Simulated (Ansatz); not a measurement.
## Ansatz run, BiPbO$_{3}$

The input, for Ansatz 0.2.0 (plane waves, PAW):

```yaml
crystal:
  lattice:
    - [2.927115, 5.069906, 0.0]
    - [-2.927115, 5.069906, 0.0]
    - [0.0, -3.379937, 4.862079]
  atoms:
    - { symbol: Bi, position: [0.0, 0.0, 0.0] }
    - { symbol: Bi, position: [0.5, 0.5, 0.5] }
    - { symbol: O, position: [0.4907, 0.4354, 0.8743] }
    - { symbol: O, position: [0.9482, 0.4907, 0.8743] }
    - { symbol: O, position: [0.4354, 0.9482, 0.8743] }
    - { symbol: O, position: [0.4482, 0.9354, 0.3743] }
    - { symbol: O, position: [0.9354, 0.9907, 0.3743] }
    - { symbol: O, position: [0.9907, 0.4482, 0.3743] }
    - { symbol: Pb, position: [0.2222, 0.2222, 0.6666] }
    - { symbol: Pb, position: [0.7222, 0.7222, 0.1666] }
  symmetry: { tolerance: 0.0003 }
kpoints:
  mp_grid: { grid: [7, 7, 7], shift: [0, 0, 0] }
  band_path:
    path:
      - [0.49441738, -0.25279131, -0.24720869]
      - [0.0, -0.5, 0.0]
      - [0.0, 0.0, 0.0]
      - [0.37360434, -0.37360434, 0.0]
    npoints: 17
magnetization:
  spin_polarized: false
scf:
  occupations: { method: fermi_dirac }
  lower_state_search: "off"
  max_iter: 200
hamiltonian:
  pseudopotentials: { kind: paw }
  xc: lda
basis:
  ecutwfc: 420
  fft_grid_basis: typed
output:
  forces: true
  stress: true
  eigenvalues: true
  bader: true
  populations: true
  elf: true
  write_potential: true
  volumetric_format: npy
  dos:
    e_range: [-12, 8]
    de: 0.05
    projected: { site_lists: { Bi: [Bi], O: [O], Pb: [Pb] } }
checkpoint:
  read: saved_state
```

The run starts from an earlier solution of this cell. 

Excerpt of what it printed:

```
SCF iter   1: F=—  Δρ=8.34e-4  dr2=4.84e-4
SCF iter   2: F=—  Δρ=4.44e-4  dr2=1.80e-4
SCF iter   3: F=—  Δρ=7.13e-5  dr2=1.29e-5
SCF iter   4: F=—  Δρ=2.36e-5  dr2=1.06e-6
SCF iter   5: F=—  Δρ=1.01e-5  dr2=1.35e-7
SCF iter   6: F=-50699.1359 eV  Δρ=1.97e-6  dr2=1.12e-8
Free energy (F): -50699.1359 eV
Harris-Foulkes:  -50699.1359 eV  (|F-HF|=5.78e-9)
Internal energy: -50699.0564 eV  (E = F + TS)
E sigma→0 (E₀):  -50699.0962 eV
Entropy (-TS):   -0.0795 eV (-7.947 meV/atom)
Fermi energy:    12.7277 eV
--- Per-component energies (eV) ---
  E_band       = -115.8088
  E_kinetic    = 2247.3973
  E_local      = -6467.1342  (includes V_loc(G=0)·N_el)
  E_nonlocal   = 2153.0862
  E_hartree    = 2286.0736
  E_xc         = -1173.4810
  E_vxc        = -1115.5781  (∫ρ·V_xc dr)
  E_paw        = -41814.1522  (= ΣΔE_a)
  E_vpaw       = -1505.7463  (= ΣTr[D̂ρ^β])
  E_aug_tail   = 0.0136  (compensation charges beyond the density's cutoff)
  E_ewald      = -7931.2762
  E_core_change = 0.4163  (= ΣΔE_core)
  E_smearing   = -0.0795  (= −TS)
--- Forces (eV/Å), atoms counted from 1 ---
  atom   1  Bi     0.0000     0.0000     0.6477
  atom   2  Bi     0.0000     0.0000     0.6477
  atom   3  O      0.4214     1.8068     0.0967
  atom   4  O     -1.7754    -0.5384     0.0967
  atom   5  O      1.3540    -1.2684     0.0967
  atom   6  O     -1.3540    -1.2684     0.0967
  atom   7  O     -0.4214     1.8068     0.0967
  atom   8  O      1.7754    -0.5384     0.0967
  atom   9  Pb     0.0000     0.0000    -0.9378
  atom  10  Pb     0.0000     0.0000    -0.9378
--- Stress (GPa, compression-positive) ---
       13.0835       0.0000       0.0000
        0.0000      13.0835       0.0000
        0.0000       0.0000      12.0066
  P = ⅓ Tr σ = 12.7245 GPa (127.245 kbar)
--- Löwdin populations: 10 sites ---
  site symbol       q [e]
     0     Bi     13.8726
     1     Bi     13.8726
     2      O      6.7478
     3      O      6.7478
     4      O      6.7478
     5      O      6.7478
     6      O      6.7478
     7      O      6.7478
     8     Pb     12.5982
     9     Pb     12.5982
  spilling = 0.0061 (of n_electrons = 94.0000)
--- Bader charges: 10 sites ---
  site symbol  charge [e]  shift [e]
     0     Bi      1.4529     0.0008
     1     Bi      1.4529     0.0008
     2      O     -1.1345     0.0016
     3      O     -1.1345     0.0016
     4      O     -1.1345     0.0016
     5      O     -1.1346     0.0016
     6      O     -1.1345     0.0016
     7      O     -1.1346     0.0016
     8     Pb      1.9507     0.0056
     9     Pb      1.9507     0.0056
```

Origin: a known structure type with other elements, at an estimated volume, so it need not be a known compound. Caveats: atoms or cell far from equilibrium.
